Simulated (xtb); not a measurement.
xtb single point, GFN2-xTB, ALPB implicit diethyl ether, on bromotrifluoromethane, CBrF3 (SMILES FC(F)(F)Br), charge 0, multiplicity 1.

```
xtb m.xyz --gfn 2 --chrg 0 --uhf 0 --norestart --sp --alpb ether

5

F     -1.195860     1.008981     0.327795
C     -0.743208    -0.210166     0.109164
F     -1.196320    -0.630466    -1.055776
F     -1.195806    -1.008981     1.055776
Br     1.196320    -0.210239     0.108936
```

Output:

```

          ...................................................
          :                      SETUP                      :
          :.................................................:
          :  # basis functions                  26          :
          :  # atomic orbitals                  25          :
          :  # shells                           11          :
          :  # electrons                        32          :
          :  max. iterations                   250          :
          :  Hamiltonian                  GFN2-xTB          :
          :  restarted?                      false          :
          :  GBSA solvation                   true          :
          :  PC potential                    false          :
          :  electronic temp.          300.0000000     K    :
          :  accuracy                    1.0000000          :
          :  -> integral cutoff          0.2500000E+02      :
          :  -> integral neglect         0.1000000E-07      :
          :  -> SCF convergence          0.1000000E-05 Eh   :
          :  -> wf. convergence          0.1000000E-03 e    :
          :  Broyden damping             0.4000000          :
          :  net charge                          0          :
          :  unpaired electrons                  0          :
          ...................................................

 iter      E             dE          RMSdq      gap      omega  full diag
   1    -20.3461914 -0.203462E+02  0.803E+00    6.87       0.0  T
   2    -20.4445472 -0.983558E-01  0.753E+00    5.32       1.0  T
   3    -20.4555207 -0.109735E-01  0.446E+00    5.41       1.0  T
   4    -20.4567580 -0.123727E-02  0.759E-01    5.20       1.0  T
   5    -20.4568883 -0.130332E-03  0.384E-01    5.20       1.0  T
   6    -20.4569507 -0.623348E-04  0.274E-01    5.18       1.0  T
   7    -20.4569956 -0.449721E-04  0.574E-02    5.17       1.0  T
   8    -20.4569977 -0.209308E-05  0.898E-03    5.17       5.0  T
   9    -20.4569980 -0.242544E-06  0.248E-03    5.17      18.0  T
  10    -20.4569980 -0.569009E-08  0.240E-04    5.17     186.3  T
  11    -20.4569980 -0.462208E-11  0.914E-05    5.17     489.4  T

   *** convergence criteria satisfied after 11 iterations ***

         #    Occupation            Energy/Eh            Energy/eV
      -------------------------------------------------------------
         1        2.0000           -0.9374445             -25.5092
       ...           ...                  ...                  ...
        10        2.0000           -0.6002105             -16.3326
        11        2.0000           -0.5871022             -15.9759
        12        2.0000           -0.5871001             -15.9758
        13        2.0000           -0.5870818             -15.9753
        14        2.0000           -0.5412293             -14.7276
        15        2.0000           -0.4752068             -12.9310
        16        2.0000           -0.4752058             -12.9310 (HOMO)
        17                         -0.2853229              -7.7640 (LUMO)
        18                         -0.0472452              -1.2856
        19                         -0.0472259              -1.2851
        20                         -0.0124274              -0.3382
        21                         -0.0124223              -0.3380
       ...                                ...                  ...
        25                          0.3281911               8.9305
      -------------------------------------------------------------
                  HL-Gap            0.1898829 Eh            5.1670 eV
             Fermi-level           -0.3802643 Eh          -10.3475 eV


         :::::::::::::::::::::::::::::::::::::::::::::::::::::
         ::                     SUMMARY                     ::
         :::::::::::::::::::::::::::::::::::::::::::::::::::::
         :: total energy             -20.413584150742 Eh    ::
         :: total w/o Gsasa/hb       -20.411982856519 Eh    ::
         :: gradient norm              0.002107868286 Eh/a0 ::
         :: HOMO-LUMO gap              5.166977865374 eV    ::
         ::.................................................::
         :: SCC energy               -20.456997820617 Eh    ::
         :: -> isotropic ES            0.043379953622 Eh    ::
         :: -> anisotropic ES          0.006740024184 Eh    ::
         :: -> anisotropic XC         -0.022677948305 Eh    ::
         :: -> dispersion             -0.002504823351 Eh    ::
         :: -> Gsolv                  -0.002203175155 Eh    ::
         ::    -> Gelec               -0.000601880931 Eh    ::
         ::    -> Gsasa               -0.006554731801 Eh    ::
         ::    -> Ghb                  0.000000000000 Eh    ::
         ::    -> Gshift               0.004953437577 Eh    ::
         :: repulsion energy           0.043413669874 Eh    ::
         :: add. restraining           0.000000000000 Eh    ::
         :: total charge              -0.000000000000 e     ::
[... lines cut ...]
         7        2.0000           -0.6759561             -18.3937
         8        2.0000           -0.6688585             -18.2006
         9        2.0000           -0.6002121             -16.3326
        10        2.0000           -0.6002105             -16.3326
        11        2.0000           -0.5871022             -15.9759
        12        2.0000           -0.5871001             -15.9758
        13        2.0000           -0.5870818             -15.9753
        14        2.0000           -0.5412293             -14.7276
        15        2.0000           -0.4752068             -12.9310
        16        2.0000           -0.4752058             -12.9310 (HOMO)
        17                         -0.2853229              -7.7640 (LUMO)
        18                         -0.0472452              -1.2856
        19                         -0.0472259              -1.2851
        20                         -0.0124274              -0.3382
        21                         -0.0124223              -0.3380
        22                          0.0871242               2.3708
        23                          0.1242693               3.3815
        24                          0.1242927               3.3822
        25                          0.3281911               8.9305
      -------------------------------------------------------------
                  HL-Gap            0.1898829 Eh            5.1670 eV
             Fermi-level           -0.3802643 Eh          -10.3475 eV

     #   Z          covCN         q      C6AA      α(0)
     1   9 F        0.854    -0.165    10.877     3.896
     2   6 C        3.268     0.543    17.321     6.714
     3   9 F        0.854    -0.165    10.877     3.896
     4   9 F        0.854    -0.165    10.877     3.896
     5  35 Br       1.106    -0.048   186.324    22.009

 Mol. C6AA /au·bohr⁶  :        752.552021
 Mol. C8AA /au·bohr⁸  :      29065.802294
 Mol. α(0) /au        :         40.412390

Wiberg/Mayer (AO) data.
largest (>0.10) Wiberg bond orders for each atom

 ---------------------------------------------------------------------------
     #   Z sym  total        # sym  WBO       # sym  WBO       # sym  WBO
 ---------------------------------------------------------------------------
     1   9 F    1.134 --     2 C    0.987
     2   6 C    3.864 --     1 F    0.987     3 F    0.987     4 F    0.987
                             5 Br   0.903
     3   9 F    1.134 --     2 C    0.987
     4   9 F    1.134 --     2 C    0.987
     5  35 Br   1.067 --     2 C    0.903
 ---------------------------------------------------------------------------


molecular dipole:
                 x           y           z       tot (Debye)
 q only:        0.250       0.000      -0.000
   full:       -0.395       0.000       0.000       1.005
molecular quadrupole (traceless):
                xx          xy          yy          xz          yz          zz
 q only:       -0.346      -0.149       0.173       0.077       0.000       0.173
  q+dip:       -3.221       0.236       1.610      -0.122       0.000       1.611
   full:       -2.249       0.236       1.124      -0.122       0.000       1.125

           -------------------------------------------------
          | TOTAL ENERGY              -20.413584150742 Eh   |
          | GRADIENT NORM               0.002107868286 Eh/α |
          | HOMO-LUMO GAP               5.166977865374 eV   |
           -------------------------------------------------
```

The total energy is -555.48 eV, -0.06 eV from the same level's vacuum run.
